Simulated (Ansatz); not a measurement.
A distorted cell of TiSi2 (C49 type, space group Cmcm):

```
CELL_PARAMETERS angstrom
      1.76356    -6.76170     0.00000
      1.76356     6.76170     0.00000
      0.00000     0.00000     3.56562
ATOMIC_POSITIONS crystal
  Si 0.91326 0.00976 0.75000
  Si 0.05829 0.94171 0.25000
  Si 0.25028 0.74972 0.75000
  Si 0.74972 0.25028 0.25000
  Ti 0.60322 0.39678 0.75000
  Ti 0.39678 0.60322 0.25000
```

The numbers are results of r2SCAN (plane waves to 500 eV, PAW, scalar-relativistic; Ansatz, a program for electronic structure), not measurements. k mesh 11×11×11 (Γ-centred), Fermi-Dirac smearing 0.05 eV. Energies are smeared free energies. Compression counts positive. With partly filled bands, energies and forces of such displacements shift with the k mesh and the smearing. The PAW data are Ansatz's earlier set. This is one of several known forms of TiSi2; the measured ambient cells at hand have space group No. 70. TiSi2 is run without spin polarisation. TiSi2 was relaxed with its symmetry unable to fall.

Question: What forces act on the atoms (eV/Å, Cartesian)?

Answer: 
```
atom      Fx      Fy     Fz
----  ------  ------  -----
Si1    1.178   1.287  0.000
Si2    0.039  -0.645  0.000
Si3    0.037  -0.123  0.000
Si4   -0.030  -0.101  0.000
Ti5   -0.378  -0.325  0.000
Ti6   -0.847  -0.093  0.000
```

Question: What is the stress tensor (GPa)?

Answer: 
```
   -0.2     -0.2      0.0
   -0.2      2.9      0.0
    0.0      0.0      2.3
```
The pressure, a third of the trace, is 1.7 GPa.

Question: In it atom 1 sits (-0.136, -0.136, 0.000) Å away from its relaxed site. What is its energy relative to the relaxed cell?

Answer: 166 meV/cell.

(A displaced cell: forces are minus the slopes of the energy, force constants its curvatures, and phonons follow from these.)
